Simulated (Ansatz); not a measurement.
AlNi:
```yaml
crystal:
  lattice:
    - [2.89321, 0.00000, 0.00000]
    - [0.00000, 2.89321, 0.00000]
    - [0.00000, 0.00000, 2.89321]
  atoms:
    - { symbol: Al, position: [0.00000, 0.00000, 0.00000] }
    - { symbol: Ni, position: [0.50000, 0.50000, 0.50000] }
```

Relaxed with plane-wave PAW PBE (Ansatz code). Indices refer to the conventional cell of Pm-3m, a = b = c = 2.8932 Å, α = β = γ = 90.00°.

Task: Simulate the powder diffraction pattern (Cu Kα, λ = 1.54184 Å; lines above 1 %) up to 2θ = 90°.

Result: Simulated powder pattern, Cu Kα, λ = 1.54184 Å (kinematic, ideal powder, no thermal factors, no anomalous dispersion; the 30 strongest lines at most, above 1 %, up to 2θ = 90°):

| 2θ (°) | d (Å) | I/Imax (%) | hkl |
|---|---|---|---|
| 30.91 | 2.893 | 24 | (100) |
| 44.27 | 2.046 | 100 | (110) |
| 54.97 | 1.670 | 5.7 | (111) |
| 64.41 | 1.447 | 15 | (200) |
| 73.14 | 1.294 | 6.4 | (210) |
| 81.49 | 1.181 | 30 | (211) |

The PBE relaxation kept the symmetry of its start. The workflow began spin-polarised and lost its moments.

Potentials: the later of the program's two PAW sets.
